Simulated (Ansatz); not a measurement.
A scan (energy against volume; even scaling of the relaxed cell, symmetry kept) gave these values. These are r2SCAN+rVV10 (plane waves to 500 eV, PAW, scalar-relativistic; Ansatz, an electronic-structure program) values and carry that method's errors.

| Property | Result |
|---|---|
| Bulk modulus at fixed cell shape B₀ (third-order Birch-Murnaghan fit) | 34.1 GPa |
| Pressure derivative B₀′ (fit) | 5.4 |
| Equilibrium volume of the fit | 27.29 Å³/atom |

Q: Of these crystals, all scanned alike, which one is it?
(A) SnO (litharge type, space group P4/nmm)
(B) TiTe₂ (CdI2 type)
(C) PtS₂ (CdI2 type)

A: B, TiTe₂ (CdI2 type). The others have, for the bulk modulus at fixed cell shape: PtS2 76.2 GPa, SnO 54.1 GPa

All were relaxed with their symmetry unable to fall. At this level the bands of SnO touch or barely overlap; measurements give the solid a gap. PtS2 is run without spin polarisation. Spin-orbit coupling is left out. TiTe2 is run without spin polarisation. With the shape held, the modulus is that of even scaling; a crystal free to change shape is softer.

(Under strain, the slope of the energy per volume gives the stress and its curvature an elastic modulus.)
